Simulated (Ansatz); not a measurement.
Au:
```
CELL_PARAMETERS angstrom
      0.00000     2.02316     2.02316
      2.02316     0.00000     2.02316
      2.02316     2.02316     0.00000
ATOMIC_POSITIONS crystal
  Au 0.00000 0.00000 0.00000
```

Relaxed with LDA. Special points in fractions of this cell's reciprocal vectors: Γ (0.000, 0.000, 0.000); X (0.500, 0.000, 0.500); U (0.625, 0.250, 0.625); K (0.375, 0.375, 0.750); L (0.500, 0.500, 0.500); W (0.500, 0.250, 0.750).

Problem. List the band energies nearest the Fermi level at these points for plane-wave PAW LDA (Ansatz code).

Solution. In eV from the Fermi level; about four levels below and three above (degenerate sets whole), none deeper than 8.9 eV; … stands for higher levels left out; points with the same levels are listed once.

```json
[
 {"k": "Γ", "below": "-4.98 -4.98 -4.98 -3.36 -3.36", "above": "…"},
 {"k": "X", "below": "-7.15 -2.13 -1.75 -1.75", "above": "0.73 …"},
 {"k": "U", "below": "-6.19 -4.10 -3.06 -2.23", "above": "3.71 …"},
 {"k": "L", "below": "-5.02 -5.02 -2.09 -2.09 -1.28", "above": "…"},
 {"k": "W", "below": "-5.48 -5.48 -3.54 -1.75", "above": "4.63 …"}
]
```

Space group Fm-3m (fcc (Cu type)). Symmetry was held in the LDA relaxation. Spin–orbit coupling is left out wherever it is not named.

Potentials: the later of the program's two PAW sets.
